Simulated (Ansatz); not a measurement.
B₄C:
```cif
data_C9B36
_chemical_formula_sum 'B36 C9'
_space_group_name_H-M_alt 'R-3m :H'
_space_group_IT_number 166
_space_group_name_Hall '-R 3 2"'
_cell_length_a 5.61675
_cell_length_b 5.61675
_cell_length_c 12.05987
_cell_angle_alpha 90.000
_cell_angle_beta 90.000
_cell_angle_gamma 120.000
loop_
_atom_site_label
_atom_site_type_symbol
_atom_site_symmetry_multiplicity
_atom_site_Wyckoff_symbol
_atom_site_fract_x
_atom_site_fract_y
_atom_site_fract_z
_atom_site_occupancy
B1 B 18 h 0.16769 0.33539 0.02614 1
B2 B 18 h 0.21581 0.10791 0.11384 1
C1 C 6 c 0.00000 0.00000 0.38963 1
C2 C 3 b 0.00000 0.00000 0.50000 1
```
(The calculation used a cell of 15 atoms; values per cell refer to that cell.)

Relaxed with PBEsol.

Question: Which orbitals make up the states near the band edges in the program Ansatz at the PBEsol level (PAW)?

Answer: Top 1 eV of the valence band: B 2p 88 %, B 2s 6 %. Bottom 1 eV of the conduction band: C 2p 62 %, B 2p 26 %, B 2s 10 %. Projections are on Löwdin-orthogonalised atomic valence shells; empty p or d shells of many metals are not among them.

Question: Tabulate the density of states.

Answer: States/eV per cell of 15 atoms, in 0.25 eV bins, energy from the valence-band maximum.

```
E (eV)  total  B 2p  C 2p  B 2s
------  -----  ----  ----  ----
-7.85    3.17  1.53  0.97  0.49
-7.60    4.12  1.99  1.29  0.62
-7.35    2.94  1.43  0.92  0.43
-7.10    3.23  1.60  0.95  0.51
-6.85    3.77  1.84  1.17  0.60
-6.60    3.93  1.91  1.19  0.68
-6.35    3.89  1.93  1.08  0.76
-6.10    4.90  2.54  1.27  0.91
-5.85    4.73  2.51  1.18  0.84
-5.60    4.38  2.38  1.08  0.77
-5.35    5.30  2.91  1.33  0.85
-5.10    4.43  2.35  1.34  0.61
-4.85    3.86  2.03  1.24  0.51
-4.60    4.72  2.62  1.38  0.60
-4.35    3.93  2.23  1.16  0.43
-4.10    2.82  1.64  0.85  0.24
-3.85    1.74  1.07  0.49  0.11
-3.60    2.32  1.57  0.54  0.14
-3.35    3.69  2.63  0.78  0.20
-3.10    3.36  2.46  0.66  0.16
-2.85    5.81  4.54  0.69  0.47
-2.60    7.92  6.34  0.79  0.69
-2.35    7.61  6.31  0.80  0.40
-2.10    5.33  4.49  0.50  0.27
-1.85    6.64  5.71  0.52  0.34
-1.60    5.40  4.54  0.52  0.27
-1.35    4.14  3.46  0.46  0.18
-1.10    6.26  5.36  0.59  0.25
-0.85    3.45  3.02  0.21  0.18
-0.60    3.64  3.19  0.20  0.21
-0.35    1.92  1.71  0.05  0.14
-0.10    1.20  1.11  0.01  0.08
0.15     0.00  0.00  0.00  0.00
0.40     0.00  0.00  0.00  0.00
0.65     0.00  0.00  0.00  0.00
0.90     0.00  0.00  0.00  0.00
1.15     0.00  0.00  0.00  0.00
1.40     0.16  0.06  0.09  0.02
1.65     2.68  0.86  1.49  0.28
1.90     3.44  0.97  2.05  0.36
2.15     7.40  1.77  4.76  0.75
2.40     2.31  0.55  1.54  0.19
2.65     0.00  0.00  0.00  0.00
2.90     0.00  0.00  0.00  0.00
3.15     0.00  0.00  0.00  0.00
3.40     0.00  0.00  0.00  0.00
3.65     0.39  0.35  0.00  0.01
3.90     1.00  0.89  0.01  0.02
4.15     1.71  1.51  0.03  0.05
4.40     2.07  1.71  0.05  0.13
4.65     3.51  2.93  0.10  0.18
4.90     3.12  2.59  0.10  0.16
5.15     3.32  2.75  0.11  0.19
5.40     2.79  2.25  0.09  0.20
5.65     3.01  2.35  0.10  0.26
5.90     3.05  2.36  0.12  0.27
6.15     3.74  2.80  0.18  0.38
```

The first step of the workflow began from a Materials Project structure, measured or hypothetical; the Crystallography Open Database copy checked does not list it. Its standing as an ambient phase is unchecked. Symmetry was held in the PBEsol relaxation; phonons on a q-mesh show no instability.

Potentials: the earlier of the program's two PAW sets.
